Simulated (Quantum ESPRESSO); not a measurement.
Band energies of SrAgSF

```
SrAgSF
1.0
    4.10863     0.00000     0.00000
    0.00000     4.10863     0.00000
    0.00000     0.00000     9.13010
F S Sr Ag
2 2 2 2
Cartesian
  2.05431   2.05431   0.00000
  0.00000   0.00000   0.00000
  0.00000   2.05431   2.81472
  2.05431   0.00000   6.31538
  0.00000   2.05431   7.70526
  2.05431   0.00000   1.42484
  2.05431   2.05431   4.56505
  0.00000   0.00000   4.56505
```

norm-conserving PBEsol (Quantum ESPRESSO, 84 Ry, no spin-orbit coupling); path ΓXMΓZRAZ,XR,MA; energies in eV from the valence-band maximum.

```
k (1/Å)  point  band 38  band 39  band 40  band 41  band 42  band 43  band 44  band 45
-------  -----  -------  -------  -------  -------  -------  -------  -------  -------
0.00         Γ    -1.32    -1.32    -0.91     0.00     0.00     1.10     3.38     3.58
0.38              -2.28    -0.87    -0.76    -0.69    -0.16     2.05     3.65     3.79
0.76         X    -3.01    -0.81    -0.81    -0.50    -0.50     2.66     2.66     4.35
0.96              -2.82    -1.04    -1.04    -0.53    -0.53     2.77     2.77     4.60
1.53         M    -2.26    -1.96    -1.96    -1.18    -1.18     3.33     3.33     4.49
2.07              -2.30    -1.15    -1.03    -0.75    -0.59     2.52     3.59     4.69
2.61         Γ    -1.32    -1.32    -0.91     0.00     0.00     1.10     3.38     3.58
2.61         Z    -1.30    -1.30    -1.15    -0.02    -0.02     1.59     3.09     3.46
2.99              -2.30    -0.84    -0.76    -0.61    -0.18     2.14     3.50     3.88
3.38         R    -3.02    -0.73    -0.73    -0.49    -0.49     2.66     2.66     4.36
3.83              -2.44    -1.65    -1.65    -0.82    -0.82     3.28     3.28     4.78
4.14         A    -2.27    -1.91    -1.91    -1.17    -1.17     3.46     3.46     4.52
4.28              -2.15    -2.08    -1.68    -1.17    -1.03     3.35     3.52     4.53
4.68              -2.41    -1.13    -1.07    -0.79    -0.47     2.61     3.63     4.75
5.09              -1.44    -1.23    -1.07    -0.12    -0.08     1.71     3.30     3.64
5.22         Z    -1.30    -1.30    -1.15    -0.02    -0.02     1.59     3.09     3.46
5.22         X    -3.01    -0.81    -0.81    -0.50    -0.50     2.66     2.66     4.35
5.57         R    -3.02    -0.73    -0.73    -0.49    -0.49     2.66     2.66     4.36
5.57         M    -2.26    -1.96    -1.96    -1.18    -1.18     3.33     3.33     4.49
5.91         A    -2.27    -1.91    -1.91    -1.17    -1.17     3.46     3.46     4.52
```

The PBEsol gap is direct, 1.10 eV at Γ.

Spin-orbit splittings are left out.

Geometry of the Materials Project entry, not relaxed at this level.

The structure is a Materials Project entry; no match was found in the copy of COD used, and its stability was not checked.
